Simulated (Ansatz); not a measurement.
Consider the following.

HfGeMo:
```cif
data_Ge4Hf4Mo4
_chemical_formula_sum 'Hf4 Ge4 Mo4'
_space_group_name_H-M_alt 'Pnma'
_space_group_IT_number 62
_space_group_name_Hall '-P 2ac 2n'
_cell_length_a 6.96798
_cell_length_b 3.54011
_cell_length_c 8.30709
_cell_angle_alpha 90.000
_cell_angle_beta 90.000
_cell_angle_gamma 90.000
loop_
_atom_site_label
_atom_site_type_symbol
_atom_site_symmetry_multiplicity
_atom_site_Wyckoff_symbol
_atom_site_fract_x
_atom_site_fract_y
_atom_site_fract_z
_atom_site_occupancy
Hf1 Hf 4 c 0.04928 0.25000 0.66704 1
Ge1 Ge 4 c 0.25126 0.25000 0.36169 1
Mo1 Mo 4 c 0.13153 0.25000 0.06168 1
```

This is the r²SCAN-relaxed structure.

Problem. All from plane-wave PAW r²SCAN (Ansatz code), unless another level is named. Estimate the electronic character.

Solution. metallic (no gap).

Problem. And the density of states at the Fermi level?

Solution. 0.34 states/eV per atom (mean over ±0.08 eV).

Problem. Next, the formation energy from the elements (no fitted shifts)?

Solution. -0.60 eV/atom.

The workflow started from a Materials Project entry (that database holds measured and hypothetical structures alike); the Crystallography Open Database copy checked does not list it. Whether it is the stable phase at ambient conditions was not checked. The r²SCAN relaxation kept the symmetry of its start; whether a distortion lowers the energy is not shown. No spin polarisation was allowed. The references are the lowest solids computed at this level, not always the standard phases. Scalar-relativistic: spin–orbit coupling is off unless named, which matters more the heavier the elements.

Potentials: the later of the program's two PAW sets.
